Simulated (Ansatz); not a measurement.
A relaxed cell of HfTe4 is given with its symmetry left out. The cell was found from a structure generator's guess, not taken from experiment.

Computed with DFT PBE, scalar-relativistic, plane waves, PAW in Ansatz 0.2.0. Cutoff 420 eV, Γ-centred mesh, Gaussian smearing, no spin polarisation.

```cif
data_structure
_symmetry_space_group_name_H-M 'P 1'
_symmetry_Int_Tables_number 1
_cell_length_a 5.6045
_cell_length_b 5.6045
_cell_length_c 5.6045
_cell_angle_alpha 90.000
_cell_angle_beta 90.000
_cell_angle_gamma 90.000
_cell_volume 176.04
loop_
_atom_site_label
_atom_site_type_symbol
_atom_site_fract_x
_atom_site_fract_y
_atom_site_fract_z
_atom_site_occupancy
Hf1 Hf 0.50000 0.50000 0.50000 1
Te1 Te 0.78073 0.78073 0.78073 1
Te2 Te 0.21927 0.21927 0.78073 1
Te3 Te 0.21927 0.78073 0.21927 1
Te4 Te 0.78073 0.21927 0.21927 1
```

Formation energies are uncorrected and refer to the elements' standard structures at the same level.

(1) What space group does it have?

(2) How far does it lie from the elements in energy?

(3) Is it a metal?

## Answers

(1) P-43m (No. 215). Conventional cell: a = 5.605 Å. Hf has 4 Te at 2.73 Å; Te is surrounded by 1 Hf at 2.73 Å.

(2) +0.21 eV/atom. A positive value: parting into the elements would lower its energy.

(3) Yes, bands cross the Fermi level on the 8×8×8 mesh.

The last run used an 8×8×8 mesh for its 5-atom cell and Gaussian smearing of 0.10 eV. Spin–orbit coupling, which can matter for Hf and Te, is left out. The cell is a metal run without spin; a magnetic state may lie lower. The reference form of Te is held partly by dispersion forces, which this level lacks. Symmetry constrained the relaxation, so the result can be a saddle point. Another cell of HfTe4 relaxed alike, in I4/mmm, lies 0.33 eV/atom lower, so this cell isn't the stable form at this level.
